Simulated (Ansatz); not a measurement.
Ti: strain and displacement

```
CELL_PARAMETERS angstrom
-1.64100 1.64100 1.64100
1.64100 -1.64100 1.64100
1.64100 1.64100 -1.64100
ATOMIC_POSITIONS crystal
Ti 0.00000 0.00000 0.00000
```

The cell comes from COD entry 9012924, which wasn't checked; take it as a given geometry.

Level of theory: Ansatz 0.2.0, DFT, PBEsol, PAW with Ansatz's default frozen-core files, scalar-relativistic.

Sampling and basis: a Γ-centred 14×14×14 k mesh, Fermi–Dirac smearing of 0.05 eV, cutoff 420 eV, no spin polarisation; the PAW files were made with PBE, and the program remakes their frozen cores for this functional.

The unchanged cell is at -6.65 GPa.

In a metal, stresses and small energies carry noise from the k mesh.

x, y and z are the Cartesian axes of the cell as listed; fractional coordinates follow a strain, and an engineering shear is twice the off-diagonal strain component.

(1) With this change (equal xy, yz and zx engineering shear strains of -3 %), what becomes of the energy and stress?

(2) With this change (equal xy, yz and zx engineering shear strains of -1 %), what becomes of the energy and stress?

(3) With this change (equal xy, yz and zx engineering shear strains of +2 %), what becomes of the energy and stress?

With equal xy, yz and zx engineering shear strains of -2 %: energy change +2.0 meV/atom; stress change (xx, yy, zz, yz, xz, xy) -0.02, -0.02, -0.02, 0.63, 0.63, 0.63 GPa, compression positive.

(4) With this change (equal xy, yz and zx engineering shear strains of +1 %), what becomes of the energy and stress?

With equal xy, yz and zx engineering shear strains of +3 %: energy change +5.4 meV/atom; stress change (xx, yy, zz, yz, xz, xy) 0.00, 0.00, 0.00, -1.26, -1.26, -1.26 GPa, compression positive.

Results:

(1) Energy change +4.2 meV/atom; stress change (xx, yy, zz, yz, xz, xy) -0.02, -0.02, -0.02, 0.86, 0.86, 0.86 GPa, compression positive.

(2) Energy change +0.5 meV/atom; stress change (xx, yy, zz, yz, xz, xy) -0.01, -0.01, -0.01, 0.34, 0.34, 0.34 GPa, compression positive.

(3) Energy change +2.3 meV/atom; stress change (xx, yy, zz, yz, xz, xy) -0.01, -0.01, -0.01, -0.80, -0.80, -0.80 GPa, compression positive.

(4) Energy change +0.6 meV/atom; stress change (xx, yy, zz, yz, xz, xy) -0.01, -0.01, -0.01, -0.38, -0.38, -0.38 GPa, compression positive.
